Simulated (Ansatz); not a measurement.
BaMgF$_{4}$:
```cif
data_Ba4F16Mg4
_chemical_formula_sum 'Ba4 Mg4 F16'
_space_group_name_H-M_alt 'Cmc21'
_space_group_IT_number 36
_space_group_name_Hall 'C 2c -2'
_cell_length_a 4.12579
_cell_length_b 14.48882
_cell_length_c 5.82171
_cell_angle_alpha 90.000
_cell_angle_beta 90.000
_cell_angle_gamma 90.000
loop_
_atom_site_label
_atom_site_type_symbol
_atom_site_symmetry_multiplicity
_atom_site_Wyckoff_symbol
_atom_site_fract_x
_atom_site_fract_y
_atom_site_fract_z
_atom_site_occupancy
Ba1 Ba 4 a 0.00000 0.35190 0.15237 1
Mg1 Mg 4 a 0.00000 0.08583 0.18920 1
F1 F 4 a 0.00000 0.57902 0.19807 1
F2 F 4 a 0.00000 0.19620 0.38616 1
F3 F 4 a 0.00000 0.02486 0.49933 1
F4 F 4 a 0.00000 0.16688 0.92434 1
```
(The calculation used a cell of 12 atoms; values per cell refer to that cell.)

Relaxed with r²SCAN. 

Task: HSE06 on this cell (Ansatz, a first-principles code, PAW) gives a gap of 9.30 eV. What does r²SCAN give?

Result: 7.99 eV.

Cost on shared cores: the r²SCAN run (SCF on a 7×7×5 mesh, then bands and DOS) around 21 core-minutes (rough), the HSE06 run (SCF on 4×4×3, then a few points) roughly 6 core-minutes; the tasks are unlike.

Space group Cmc2_1. The first step of the workflow began from a Materials Project structure, measured or hypothetical; the Crystallography Open Database files this formula in space group No. 36, but the cells were not matched. Its standing as an ambient phase is unchecked. Symmetry was held in the r²SCAN relaxation; its stability against distortions is not shown here. Spin–orbit coupling is left out wherever it is not named.

Potentials: the earlier of the program's two PAW sets. The files were generated under PBE; for other functionals the program regenerates the frozen cores, and for LDA and PBEsol the local potential too.

Ansatz is a plane-wave DFT program.
